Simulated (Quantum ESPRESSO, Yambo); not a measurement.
For LuPO₄ (space group I4_1/amd, No. 141), Yambo gives the independent-particle static dielectric constant along x as 3.66 on PBEsol bands and 3.23 after a scissor of 2.27 eV widens every gap (4×4×4 mesh, 132 bands, 3 Ry local-field block, 0.2 eV broadening). Axes are Cartesian, with cell vectors (Å) (-3.37, 3.37, 2.96), (3.37, -3.37, 2.96), (3.37, 3.37, -2.96).

### Question
A scissor keeps the position matrix elements. In a one-oscillator model, how does ε − 1 scale, and what mean transition energy do the two values imply?

### Answer
Each transition adds |r|²/E to ε − 1, so ε − 1 ∝ 1/(E0 + Δ). Then (3.23 − 1)/(3.66 − 1) = E0/(E0 + Δ) = 0.838, and E0 = Δ(ε' − 1)/(ε − ε') = 11.8 eV. The computed Im ε, weighted by 1/E up to 20 eV, has its mean at 11.2 eV; the smallest direct PBEsol gap is 6.22 eV. The scissor comes from a G0W0 run whose convergence isn't established. Convergence of the RPA response with its 4×4×4 mesh was not tested.

Bands from Quantum ESPRESSO.

Geometry of the Materials Project entry, not relaxed at this level; primitive cell a = b = c = 5.6052 Å, α = β = 106.16°, γ = 116.32°.
